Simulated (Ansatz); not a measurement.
Rough cost of magnetic runs on Cr (Im-3m) in Ansatz 0.2.0, 2 threads of Arm Neoverse V1, on a shared host.

```
Cr
1.0
    -1.44195    1.44195    1.44195
     1.44195   -1.44195    1.44195
     1.44195    1.44195   -1.44195
Cr
1
Direct
  0.00000 0.00000 0.00000
```

```
                                        run  functional, mesh  k points solved  bands  iterations  wall time (s)  peak memory (GiB)
 LAPW: spiral at 0.5 of the way from Γ to H     PBE, 16×16×16              349     22          20            220               0.74
                      LAPW: spiral at q = 0     PBE, 16×16×16              145     22          16             72               0.48
 PAW: spiral at 0.25 of the way from Γ to H     PBE, 16×16×16              349     22          17             29               0.45
     PAW: free moments from the typed start     PBE, 16×16×16              145     13          12            2.5               0.28
  PAW: spiral at 0.5 of the way from Γ to H     PBE, 16×16×16              349     22          20             35               0.45
                       PAW: spiral at q = 0     PBE, 16×16×16              145     22          15             11               0.34
    PAW: spiral at 1 of the way from Γ to H     PBE, 16×16×16              349     22          16             30               0.46
LAPW: spiral at 0.75 of the way from Γ to H     PBE, 16×16×16              349     22          20            220               0.76
 PAW: spiral at 0.75 of the way from Γ to H     PBE, 16×16×16              349     22          21             34               0.46
```

Roughly how much dearer is an iteration by LAPW than by PAW among the runs with the first row's mesh and spin treatment (non-collinear)?

About 6 times (medians of wall time over iterations; times from a shared host are rough).
